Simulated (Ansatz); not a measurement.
Consider the following.

CoSi$_{2}$:
Space group Fm-3m (No. 225); a = b = c = 5.2742 Å, α = β = γ = 90.00°

```
atom  site  symmetry       x       y       z
----  ----  --------  ------  ------  ------
Co      4a      m-3m  0.0000  0.0000  0.0000
Si      8c      -43m  0.2500  0.2500  0.2500
```
(The calculation used a cell of 3 atoms; values per cell refer to that cell.)

This is the LDA-relaxed structure.

**Question.** All from LDA in the plane-wave PAW code Ansatz, unless another level is named. Give the electronic character.

**Answer.** metallic (no gap).

**Question.** What about the formation energy from the elements (no fitted shifts)?

**Answer.** -0.62 eV/atom.

**Question.** Predict the density of states at the Fermi level.

**Answer.** 0.33 states/eV per atom (mean over ±0.08 eV).

Symmetry was held in the LDA relaxation; of distortions, only those at the zone centre were tested. No spin polarisation was allowed. The references are the lowest solids computed at this level, not always the standard phases.

Potentials: the earlier of the program's two PAW sets.
